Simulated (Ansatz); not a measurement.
## Computed properties of AlAs

AlAs:
```yaml
crystal:
  lattice:
    - [3.97090, 0.00000, 0.00000]
    - [-1.98545, 3.43890, 0.00000]
    - [0.00000, 0.00000, 6.52933]
  atoms:
    - { symbol: Al, position: [0.33333, 0.66667, 0.00080] }
    - { symbol: Al, position: [0.66667, 0.33333, 0.50080] }
    - { symbol: As, position: [0.33333, 0.66667, 0.37520] }
    - { symbol: As, position: [0.66667, 0.33333, 0.87520] }
```

Space group P6_3mc (No. 186), wurtzite; conventional cell a = 3.9709 Å, b = 3.9709 Å, c = 6.5293 Å, α = 90.00°, β = 90.00°, γ = 120.00°.

Method: DFT-LDA in the program Ansatz with PAW potentials. Geometry: relaxed at this level of theory. Other levels are named where they apply.

Cell and energy:

```yaml
volume_per_atom: 22.29 Å³
density: 3.80 g/cm³
Formation energy from the elements (no fitted shifts): -0.47 eV/atom
```

Electronic structure:

```yaml
band_gap: 1.61 eV (indirect)
valence_band_maximum: at Γ
conduction_band_minimum: on the L–M line, 26 % of the way from L (6 equivalent valleys)
smallest_direct_gap_on_the_standard_path: 1.74 eV
electron_effective_mass: 0.19, 0.22, 3.4 mₑ (principal values)
Hole effective mass, band 1 of 2 at the edge: 1.4 along x, 1.1 along z (mₑ)
Hole effective mass, band 2 of 2 at the edge: 0.11 along x, 1.1 along z (mₑ)
```

Mechanics:

```yaml
Bulk modulus (Birch–Murnaghan fit): 75.4 GPa
Pressure derivative B′: 4.2
Elastic constants (relaxed ions, GPa): C11 = 134, C12 = 52.8, C13 = 37.8, C33 = 154, C44 = 32.2
mechanical_stability: stable (all eigenvalues of C positive)
hill_bulk_and_shear_moduli: 75.5 and 39.8 GPa
Young's modulus: 102 GPa
Poisson's ratio: 0.28
debye_temperature_from_the_elastic_constants: 381 K
Piezoelectric stress constants (proper, relaxed ions, C/m²): e15 = e24 = -0.03, e31 = e32 = -0.04, e33 = 0.04
```

Dielectric response:

```yaml
Electronic dielectric constant ε∞ (DFPT): 9.31 (xx = yy), 9.74 (zz)
Static dielectric constant ε0 (ions relaxed, cell fixed): 11.2 (xx = yy), 12.0 (zz)
Born charges (a third of the trace): Al +2.14, As -2.14 e
Largest static χ(2) component: 73 pm/V
```

Phonons:

```yaml
Highest zone-centre frequency (without LO–TO term): 10.90 THz
zone_centre_stability: no imaginary mode at Γ
```

The first step of the workflow began from a Materials Project structure, measured or hypothetical; the Crystallography Open Database copy checked does not list it. It is not the phase usual at ambient conditions (space group No. 216). Symmetry was held in the LDA relaxation. Signs of piezoelectric constants follow the polarity of the cell as given. The references are the lowest solids computed at this level, not always the standard phases. Spin–orbit coupling is left out wherever it is not named.

Potentials: the later of the program's two PAW sets.
